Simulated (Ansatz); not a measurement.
This NaBeF₃ structure is the end of a relaxation. The cell was found from a structure generator's guess, not taken from experiment.

All numbers below come from DFT PBE, scalar-relativistic, plane waves, PAW (Ansatz). Cutoff 420 eV, Γ-centred mesh, Gaussian smearing, no spin polarisation.

```
Na Be F
1.0
     2.91391    0.00000    0.00000
     0.00000    5.24122    0.00000
     0.00000    0.00000    9.75444
Na Be F
2 2 6
Cartesian
  0.0000 0.9237 8.8287
  0.0000 4.3175 3.9514
  1.4570 1.6714 2.1332
  1.4570 3.5698 7.0104
  0.0000 2.4612 2.5194
  0.0000 2.7800 7.3966
  1.4570 0.4033 2.9656
  1.4570 4.8379 7.8428
  1.4570 1.5007 0.6286
  1.4570 3.7405 5.5058
```

Energies over the elements count from the elements' standard structures at the same level (F₂ as a molecule), with no fitted energy shifts.

Q: What space group does it have?

A: Pmc2_1 (No. 26). Conventional cell: a = 2.914 Å, b = 5.241 Å, c = 9.754 Å. Na has 4 F at 2.20–2.21 Å and 1 F at 2.34 Å; around Be lie 2 F at 1.51–1.52 Å and 2 F at 1.70 Å; F on its first site has 2 Be at 1.70 Å and 1 Na at 2.34 Å; around F on its second site lie 1 Be at 1.52 Å and 2 Na at 2.20 Å; 1 more site not described.

Q: How far does it lie from the elements in energy?

A: −3.018 eV/atom. A negative formation energy is needed for stability but isn't enough: competing phases decide.

Q: Is it a metal?

A: No, the gap on the 8×6×4 mesh is 6.72 eV.

The last run used an 8×6×4 mesh (in the run's order of axes) for its 10-atom cell and Gaussian smearing of 0.02 eV. Kohn–Sham gaps at this level usually fall short of measured ones. This cell was reached by moving the atoms of another relaxed cell at random and relaxing again, last within the group found; it had no such test of its own.
